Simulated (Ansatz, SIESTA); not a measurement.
## Cd3Se: 4 runs at one level of theory

```
Cd Se
1.0
    -2.04095    2.04095    6.08708
     2.04095   -2.04095    6.08708
     2.04095    2.04095   -6.08708
Cd Se
3 1
Direct
  0.50000 0.50000 0.00000
  0.25000 0.75000 0.50000
  0.75000 0.25000 0.50000
  0.00000 0.00000 0.00000
```

The cell comes from a database or a generator and needn't be the stable form of this composition.

Alike in all runs: task band structure; functional PBEsol; k mesh 9 × 9 × 9; occupations fermi-dirac, width 0.05 eV; no spin polarisation; no spin-orbit coupling. Pressure is positive in compression and, in plane waves, holds the error of the finite cutoff, which Ansatz's Pulay term estimates and takes out.

| program and potentials | plane-wave cutoff (eV) | notes | pressure (GPa) |
| --- | --- | --- | --- |
| Ansatz, Ansatz PAW | 420 | potentials made for PBE, which Ansatz adapts in part; 19 valence electrons an atom on average; Pulay term of +0.03 GPa included | -3.72 |
| Ansatz, all-electron LAPW, scalar-relativistic | - | - | -3.72 |
| Ansatz, PAW datasets made for the crystal | 260 | 10.5 valence electrons an atom on average | -3.72 |
| SIESTA, files PseudoDojo sr-pbesol-0.4.1-standard, DZP (energy shift 0.003 Ry; two zetas on semicore shells) | - | atomic basis; 19 valence electrons an atom on average | -4.66 |

The pressure spans -4.66 (SIESTA, files PseudoDojo sr-pbesol-0.4.1-standard, DZP (energy shift 0.003 Ry; two zetas on semicore shells)) to -3.72 GPa (Ansatz, all-electron LAPW, scalar-relativistic), with all-electron results at -3.72. Rows in atomic bases carry the error of their basis and grid, which can be large.

Differences between rows come from potentials, basis sets and numerical settings, since the functional is the same but for its coding. Runs on potential files found faulty are left out.
